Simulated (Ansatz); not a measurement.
**Step by step: Sn, relaxation of cell and atoms**

These are results of DFT, PBEsol, all-electron LAPW, scalar-relativistic (Ansatz 0.2.0), not measurements.

Command: `ansatz run input.yaml --threads 1 --pin off --max-ram 2048MiB --backend cpu --events-out ev --progress --plain --runs-dir out` The run took 32 s on 1 thread of Arm Neoverse V2, on a shared host, peak memory 0.35 GiB.

```yaml
crystal:
  lattice:
    - [0.0, 3.2006805386, 3.2006805386]
    - [3.2006805386, 0.0, 3.2006805386]
    - [3.2006805386, 3.2006805386, 0.0]
  atoms:
    - { symbol: Sn, position: [0.0, 0.0, 0.0] }
    - { symbol: Sn, position: [0.25, 0.25, 0.25] }
kpoints:
  mp_grid: { grid: [9, 9, 9] }
scf:
  occupations: { method: fermi_dirac, width: 0.05 }
hamiltonian:
  xc: pbesol
  pseudopotentials: { kind: all_electron, lapw: { basis_error: 0.001 } }
output:
  forces: true
  stress: true
relax:
  f_tol: 0.005
  max_steps: 80
  cell: {}
```

No spin–orbit coupling, which matters for the heavy atoms here.

The geometry is COD entry 7222459, unchecked; take it as a test cell. The listed cell was then made from it by scaling, straining or moving an atom.

Each frame lists the cell vectors (Å), then Cartesian positions (Å); symmetry keeps all forces zero. Free energies count from the first step, -336029.9586 eV.

The walk took 5 evaluations in all; steps that aren't listed are left out.

Step 1: E = 0.0 meV, P = 3.12 GPa

```
cell 0.0000 3.2007 3.2007 3.2007 0.0000 3.2007 3.2007 3.2007 0.0000
Sn    0.0000    0.0000    0.0000
Sn    1.6003    1.6003    1.6003
```

Step 2: E = -24.2 meV, P = -1.59 GPa

```
cell 0.0000 3.3176 3.3176 3.3176 0.0000 3.3176 3.3176 3.3176 0.0000
Sn    0.0000    0.0000    0.0000
Sn    1.6588    1.6588    1.6588
```

Step 3: E = -39.8 meV, P = -0.22 GPa

```
cell 0.0000 3.2763 3.2763 3.2763 0.0000 3.2763 3.2763 3.2763 0.0000
Sn    0.0000    0.0000    0.0000
Sn    1.6382    1.6382    1.6382
```

Task: How does the relaxation end?

Result: It converges, with a = 6.541 Å, b = 6.541 Å, c = 6.541 Å, α = 90.00°, β = 90.00°, γ = 90.00° (conventional cell, space group Fd-3m). The last solve (on a basis chosen afresh for the final cell, so its energy is not quite comparable) gives E = -40.1 meV, P = -0.01 GPa:
```
cell 0.0000 3.2707 3.2707 3.2707 0.0000 3.2707 3.2707 3.2707 0.0000
Sn    0.0000    0.0000    0.0000
Sn    1.6354    1.6354    1.6354
```
